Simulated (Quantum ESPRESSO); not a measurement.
```cif
data_Ge2
_chemical_formula_sum 'Ge2'
_space_group_name_H-M_alt 'P 1'
_space_group_IT_number 1
_cell_length_a 4.01535
_cell_length_b 4.01535
_cell_length_c 4.01535
_cell_angle_alpha 60.000
_cell_angle_beta 60.000
_cell_angle_gamma 60.000
loop_
_space_group_symop_operation_xyz
  'x, y, z'
loop_
_atom_site_label
_atom_site_type_symbol
_atom_site_fract_x
_atom_site_fract_y
_atom_site_fract_z
_atom_site_occupancy
Ge1 Ge 0.00000 0.00000 0.00000 1
Ge2 Ge 0.25000 0.25000 0.25000 1
```

Cell and atoms were relaxed with PBEsol from Materials Project entry mp-32, within its symmetry.

What does PBEsol (Quantum ESPRESSO, PseudoDojo norm-conserving, 78 Ry, with spin-orbit coupling) give for the electronic structure near the Fermi level?

At this level the gap is closed or nearly so: along the path the highest valence and lowest conduction bands touch, or overlap by less than 0.6 eV, a zero-gap or semimetallic result; the valence top lies at Γ, the conduction bottom at L. Semilocal functionals close the gaps of some narrow-gap semiconductors, so this alone doesn't show that the compound has none.
